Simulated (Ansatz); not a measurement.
Values for one crystal, relaxed and computed with DFT-r²SCAN in the program Ansatz with PAW potentials; other levels are named.

- Volume per atom = 19.10 Å³
- Band gap = 1.37 eV (indirect)
- Conduction-band minimum = on the K–Γ line, 48 % of the way from K (6 equivalent valleys)
- Valence-band maximum = at Γ
- Formation energy from the elements (no fitted shifts) = -0.91 eV/atom
- Smallest direct gap on the standard path = 1.88 eV

Pick the material that matches.
A. HfO2, P2_1/c (Hf on 4e, O on 4e, O on 4e)
B. WS2, P6_3/mmc (W on 2c, S on 4f)
C. CdSe2, Pa-3 (Cd on 4a, Se on 8c)
D. PdS2, Pbca (Pd on 4a, S on 8c)

B, WS2, P6_3/mmc (W on 2c, S on 4f)

The cell was relaxed with r²SCAN under the symmetry of its start. No spin polarisation was allowed. A crystal of weakly bound layers computed without a dispersion correction: the cell and the soft elastic constants depend strongly on that. The references are the lowest solids computed at this level, not always the standard phases. Scalar-relativistic: spin–orbit coupling is off unless named, which matters more the heavier the elements.

Potentials: the earlier of the program's two PAW sets.
